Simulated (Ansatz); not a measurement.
Mg$_{3}$ZnO$_{4}$ in space group Cmmm (No. 65; Pearson symbol oS16), plane-wave PAW PBEsol (Ansatz code). The conduction-band minimum lies at Γ, with 1 equivalent valley. Second derivatives d²E/dk² of the lowest band at one valley (eV·Å²), along Cartesian directions:

```tsv
direction	d²E/dk²
[100]	25.71
[010]	25.23
[001]	25.19
[110]	25.47
[101]	25.45
[011]	25.21
```

Task: Find the principal effective masses, the density-of-states mass and the conductivity mass.

Result: Off-diagonal terms follow from H_xy = H[110] − (H_xx + H_yy)/2, and m*/mₑ = 7.620 eV·Å² over each eigenvalue: 0.30, 0.30, 0.30. One valley's DOS mass (m₁m₂m₃)^(1/3) = 0.30, conductivity mass 3/(Σ 1/mᵢ) = 0.30 mₑ.

Task: What effective density of states Nc follows at 300 K for parabolic valleys?

Result: Nc = 2.509e19 × 1 × (0.30)^(3/2) ≈ 4.1e18 cm⁻³.

Task: With the computed static dielectric constant 13.2 (mean of the diagonal), estimate a hydrogenic donor's binding energy and radius.

Result: E = 13.606 eV × 0.30/13.2² ≈ 23 meV; a = 0.529 Å × ε/m* ≈ 23 Å. Semilocal masses tend to be too small where the gap is.

The first step of the workflow began from a Materials Project structure, measured or hypothetical; the Crystallography Open Database copy checked does not list it. With Mg and Zn taken as one species the cell has the higher symmetry Fm-3m, so it may be an ordered model of a mixed-site phase. Whether it is the stable phase at ambient conditions was not checked. The cell was relaxed with PBEsol under the symmetry of its start; of distortions, only those at the zone centre were tested.

Potentials: the later of the program's two PAW sets.
